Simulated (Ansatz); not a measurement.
**PbSe with Na replacing Pb: gradients before and after relaxing the atoms**

Start: a supercell of PbSe (rock salt type, Fm-3m) built from an entry of the Crystallography Open Database (COD), with all atoms left at the host's positions.

```
Na Pb Se
1.0
     0.00000    9.18195    9.18195
     9.18195    0.00000    9.18195
     9.18195    9.18195    0.00000
Na Pb Se
1 26 27
Direct
  0.00000 0.00000 0.00000
  0.00000 0.00000 0.33333
  0.00000 0.00000 0.66667
  0.00000 0.33333 0.00000
  0.00000 0.33333 0.33333
  0.00000 0.33333 0.66667
  0.00000 0.66667 0.00000
  0.00000 0.66667 0.33333
  0.00000 0.66667 0.66667
  0.33333 0.00000 0.00000
  0.33333 0.00000 0.33333
  0.33333 0.00000 0.66667
  0.33333 0.33333 0.00000
  0.33333 0.33333 0.33333
  0.33333 0.33333 0.66667
  0.33333 0.66667 0.00000
  0.33333 0.66667 0.33333
  0.33333 0.66667 0.66667
  0.66667 0.00000 0.00000
  0.66667 0.00000 0.33333
  0.66667 0.00000 0.66667
  0.66667 0.33333 0.00000
  0.66667 0.33333 0.33333
  0.66667 0.33333 0.66667
  0.66667 0.66667 0.00000
  0.66667 0.66667 0.33333
  0.66667 0.66667 0.66667
  0.16667 0.16667 0.16667
  0.16667 0.16667 0.50000
  0.16667 0.16667 0.83333
  0.16667 0.50000 0.16667
  0.16667 0.50000 0.50000
  0.16667 0.50000 0.83333
  0.16667 0.83333 0.16667
  0.16667 0.83333 0.50000
  0.16667 0.83333 0.83333
  0.50000 0.16667 0.16667
  0.50000 0.16667 0.50000
  0.50000 0.16667 0.83333
  0.50000 0.50000 0.16667
  0.50000 0.50000 0.50000
  0.50000 0.50000 0.83333
  0.50000 0.83333 0.16667
  0.50000 0.83333 0.50000
  0.50000 0.83333 0.83333
  0.83333 0.16667 0.16667
  0.83333 0.16667 0.50000
  0.83333 0.16667 0.83333
  0.83333 0.50000 0.16667
  0.83333 0.50000 0.50000
  0.83333 0.50000 0.83333
  0.83333 0.83333 0.16667
  0.83333 0.83333 0.50000
  0.83333 0.83333 0.83333
```

Atoms are numbered from 1 in the order listed; like atoms form one site, named after its first atom.

Method: Kohn–Sham DFT in Ansatz, PBE, plane waves and PAW, scalar-relativistic, 420 eV cutoff, Γ-centred 2×2×2 k-points, Fermi–Dirac smearing 0.01 eV, cell charge -1.

The largest force at the start is 0.19 eV/Å. Relaxing the ions at fixed cell moves them by 0.038 Å at most (atom 2, Pb) and 0.021 Å rms.

```csv
site,atom,moved (Å),first shell before,first shell after,V_zz before (10²¹ V/m²),η before
Na,1,0.000,6 Se at 3.06 Å,6 Se at 3.05 Å,0.00,–
Pb2,2,0.038,6 Se at 3.06 Å,6 Se at 3.03–3.08 Å,2.20,0.45
Pb5,5,0.011,6 Se at 3.06 Å,6 Se at 3.05–3.06 Å,<0.005,–
Pb15,15,0.018,6 Se at 3.06 Å,6 Se at 3.06–3.08 Å,-2.73,0.00
Se28,28,0.008,6 Pb at 3.06 Å,6 Pb at 3.06–3.07 Å,-0.11,0.00
Se30,30,0.015,"5 Pb at 3.06 Å, 1 Na at 3.06 Å","5 Pb at 3.03–3.06 Å, 1 Na at 3.05 Å",-7.96,0.00
Se32,32,0.015,6 Pb at 3.06 Å,6 Pb at 3.05–3.08 Å,0.87,0.12
```

Problem. How do the gradients change?

Solution. 

```
site  atom  V_zz after  η after  change of V_zz
  Na     1        0.00        –            0.00
 Pb2     2        1.59     0.50           -0.61
 Pb5     5       0.076     0.00           +0.08
Pb15    15       -1.53     0.00           +1.20
Se28    28        0.49     0.00           +0.60
Se30    30       -8.25     0.00           -0.29
Se32    32       -1.08     0.79               –
```

The largest change of V_zz along a kept axis is on Pb15, from -2.73 to -1.53. In per cent, |V_zz| changes by -44 to -28 on Pb, +4 on Se (all sites that start above 0.5, bar those whose gradient vanishes or changes sign or whose main axis turns by over 40°). V_zz changes sign on Se28 (same axis). On Se32 the largest principal value lies along another axis in the second run, so the two V_zz can't be compared directly. Other sites without a gradient aren't listed.

The defect repeats with the cell of 54 atoms, so it feels its images: sites between two images don't show the values beside a lone defect, and zeros or small values of η there can come from the images' arrangement. A uniform background compensates the cell's charge. Spin–orbit coupling is left out, which shifts gradients on Pb by a few per cent in wide-gap crystals, and can shift them far more where the calculated gap is small or absent, as here. With a gap of 0.4 eV on this mesh, small gradients can still move by 0.1 × 10²¹ V/m² or more as the k-mesh gets denser.
Before: The neighbours have not yet relaxed around the defect (largest force 0.19 eV/Å), so a real crystal will differ.
After: The relaxation keeps the site symmetry m-3m of the start, so the impurity can't leave its site; a start off the site could end lower.
